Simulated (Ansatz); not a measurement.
CoTe2:
```
CELL_PARAMETERS angstrom
      5.26383     0.00000     0.00000
      0.00000     6.18742     0.00000
      0.00000     0.00000     3.85991
ATOMIC_POSITIONS crystal
  Co 0.00000 0.00000 0.00000
  Co 0.50000 0.50000 0.50000
  Te 0.22938 0.36058 0.00000
  Te 0.27062 0.86058 0.50000
  Te 0.77062 0.63942 0.00000
  Te 0.72938 0.13942 0.50000
```

Relaxed with PBEsol. Special points in fractions of this cell's reciprocal vectors: Γ (0.000, 0.000, 0.000); X (0.500, 0.000, 0.000); S (0.500, 0.500, 0.000); Y (0.000, 0.500, 0.000); Z (0.000, 0.000, 0.500); U (0.500, 0.000, 0.500); R (0.500, 0.500, 0.500); T (0.000, 0.500, 0.500).

Problem. List the band energies nearest the Fermi level at these points for PBEsol (plane waves, PAW; program Ansatz).

Solution. In eV from the Fermi level; about four levels below and three above (degenerate sets whole), none deeper than 8.9 eV; points with the same levels are listed once.

| k | below | above |
|---|---|---|
| Γ | -1.46 -1.24 -0.45 -0.33 | 1.04 1.77 2.01 |
| X | -1.34 -1.34 -0.96 -0.96 | 0.71 0.71 1.24 1.24 |
| S | -1.40 -1.40 -0.20 -0.20 | 1.04 1.04 1.50 1.50 |
| Y | -1.20 -1.20 -0.10 -0.10 | 1.56 1.56 2.10 2.10 |
| Z | -1.52 -1.52 -1.44 -1.44 | 0.06 0.06 0.31 0.31 |
| U | -1.36 -1.36 -0.27 -0.27 | 0.95 0.95 2.33 2.33 |
| R | -1.44 -1.44 -1.30 -1.30 | 0.42 0.42 0.75 0.75 |
| T | -1.46 -1.46 -0.64 -0.64 | 0.63 0.63 1.99 1.99 |

Space group Pnnm. The workflow started from an entry of the Crystallography Open Database (COD). Its standing as an ambient phase is unchecked. The PBEsol relaxation kept the symmetry of its start; its stability against distortions is not shown here. The workflow began spin-polarised and lost its moments. Scalar-relativistic: spin–orbit coupling is off unless named, which matters more the heavier the elements.

Potentials: the later of the program's two PAW sets.
